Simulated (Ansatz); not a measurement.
Input and command of a plane-wave DFT calculation in Ansatz:

```yaml
crystal:
  lattice:
    - [1.7504144916, 0.0, 0.0]
    - [-0.8752072458, 1.5159034169, 0.0]
    - [0.0, 0.0, 3.4388519915]
  atoms:
    - { symbol: B, position: [0.0, 0.0, 0.0] }
basis:
  ecutwfc: 500
kpoints:
  mp_grid: { grid: [36, 36, 14] }
hamiltonian:
  xc: r2scan
scf:
  occupations: { method: gaussian, width: 0.15 }
output:
  forces: true
  stress: true
  eigenvalues: true
```

```bash
ansatz run input.yaml --threads 1 --pin off --max-ram 1228MiB --backend cpu --events-out ev --progress --plain --runs-dir out
```

Processor: Intel(R) Xeon(R) 6975P-C (Granite Rapids), 1 thread, on a host shared with other jobs.

Q: Estimate time, memory and problem size.

A: About 4 s on 1 thread of Intel(R) Xeon(R) 6975P-C (Granite Rapids), on a shared host, peak memory 0.44 GiB. It solves 6 bands at 1016 k points (the mesh reduced by symmetry) with about 223 plane waves, in 6 SCF iterations.
